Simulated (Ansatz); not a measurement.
Relaxed MgS (rock salt):

```yaml
crystal:
  lattice:
    - [0.00000, 2.60256, 2.60256]
    - [2.60256, 0.00000, 2.60256]
    - [2.60256, 2.60256, 0.00000]
  atoms:
    - { symbol: S, position: [0.00000, 0.00000, 0.00000] }
    - { symbol: Mg, position: [0.50000, 0.50000, 0.50000] }
```

Scan: atom 2 (Mg, nearest neighbour S at 2.603 Å; its periodic images, 3.7 Å or more away, move with it) is displaced towards the nearest neighbour, direction (-1.000, 0.000, 0.000) in Cartesian axes, by s. The other atoms stay.

Computed with r2SCAN (plane waves to 500 eV, PAW, scalar-relativistic; Ansatz, a program for electronic structure). k mesh 9×9×9 (Γ-centred), Fermi-Dirac smearing 0.05 eV. The energy includes the smearing's −TS. Stress and pressure are positive under compression. MgS was relaxed with its symmetry unable to fall. The PAW data are Ansatz's earlier set. ΔE is measured from the undisplaced structure.

### Question
Estimate the ΔE (meV/cell) and P (GPa) for s (Å) = -0.208, -0.104, -0.052, 0.052, 0.156, 0.208.

### Answer
```json
[
 {"s (Å)": "-0.208", "ΔE (meV/cell)": "69.9", "P (GPa)": "1.52"},
 {"s (Å)": "-0.104", "ΔE (meV/cell)": "16.0", "P (GPa)": "0.37"},
 {"s (Å)": "-0.052", "ΔE (meV/cell)": "3.9", "P (GPa)": "0.09"},
 {"s (Å)": "0.052", "ΔE (meV/cell)": "3.9", "P (GPa)": "0.09"},
 {"s (Å)": "0.156", "ΔE (meV/cell)": "37.3", "P (GPa)": "0.84"},
 {"s (Å)": "0.208", "ΔE (meV/cell)": "69.9", "P (GPa)": "1.52"}
]
```

(For displaced atoms, the force is minus the slope of the energy, and its curvature is a force constant, which sets phonon frequencies.)
